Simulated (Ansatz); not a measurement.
Starting cell, C (graphite type, space group P6_3/mmc):

```
CELL_PARAMETERS angstrom
      2.45536     0.00000     0.00000
     -1.22768     2.12640     0.00000
      0.00000     0.00000     6.67065
ATOMIC_POSITIONS crystal
  C  0.00000 0.00000 0.25000
  C  0.00000 0.00000 0.75000
  C  0.33333 0.66667 0.25000
  C  0.66667 0.33333 0.75000
```

Scan: atom 2 (C, nearest neighbour C at 1.418 Å; its periodic images, 2.5 Å or more away, move with it) is displaced towards the nearest neighbour, direction (0.866, 0.500, 0.000) in Cartesian axes, by s. The other atoms stay.

The numbers are results of r2SCAN+rVV10 (plane waves to 500 eV, PAW, scalar-relativistic; Ansatz, a first-principles code), not measurements. k mesh 12×12×4 (Γ-centred), Fermi-Dirac smearing 0.05 eV. Left out: 1 of 11 points, with atoms too close for the PAW data. With partly filled bands, energies and forces of such displacements shift with the k mesh and the smearing. F∥ is the force on the atom along that direction. C was relaxed with its symmetry unable to fall. 

| s (Å) | F∥ (eV/Å) |
|---|---|
| -0.280 | 8.472 |
| -0.224 | 8.609 |
| -0.168 | 7.507 |
| -0.112 | 5.464 |
| -0.056 | 2.913 |
| 0.000 | 0.000 |
| 0.056 | -3.330 |
| 0.112 | -7.190 |
| 0.168 | -11.453 |
| 0.224 | -16.319 |

Task: What is the force constant k = d²E/ds² of this move at s = 0?

Result: 55.5 eV/Å². The forces along the line at the two nearest points give (2.913 − (-3.330)) / (2·0.056) = 55.74 eV/Å²; the next pair corrects for the finite step.

(For displaced atoms, the force is minus the slope of the energy, and its curvature is a force constant, which sets phonon frequencies.)
